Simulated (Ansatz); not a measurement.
# Zn$_{4}$SeS$_{3}$: phonons across the zone

Theory: Ansatz 0.2.0, DFT PBE, scalar-relativistic, plane waves, PAW. Cutoff 420 eV, 12×12×2 k-points (Γ-centred), fixed occupations. No spin polarisation. Phonons by linear response, acoustic sum rule imposed.

Equilibrium structure at this level:
```
Zn Se S
1.0
     3.89525    0.00000    0.00000
    -1.94762    3.37338    0.00000
     0.00000    0.00000   12.78740
Zn Se S
4 1 3
Cartesian
  1.9476 1.1245 0.0004
  1.9476 1.1245 6.5382
  0.0000 0.0000 3.1244
  0.0000 0.0000 9.6572
  0.0000 0.0000 5.6078
  1.9476 1.1245 2.3657
  1.9476 1.1245 8.8926
  0.0000 0.0000 12.0222
```

The structure comes from a generated guess, relaxed at this level; another structure or a mixture of phases may lie lower. The q mesh is coarse, so values between its points are rough.

Force constants from linear response on a 2×2×1 q mesh.

Question: Is the structure dynamically stable on this mesh?

Answer: Yes, on this mesh: no mode is imaginary.

Question: Give the frequencies (cm⁻¹; i marks imaginary ones) at the irreducible q points, in fractions of the reciprocal vectors, the Γ row without the LO field.

Answer:
```json
{"q": "0.000 0.000 0.000", "star": "1", "frequencies": "0 0 0 48 48 55 55 67 67 124 133 184 212 212 215 252 252 254 254 257 257 274 318 320"}
{"q": "0.000 -0.500 0.000", "star": "3", "frequencies": "58 74 76 79 84 88 91 103 165 178 186 188 212 218 221 264 271 277 278 284 288 298 302 311"}
```
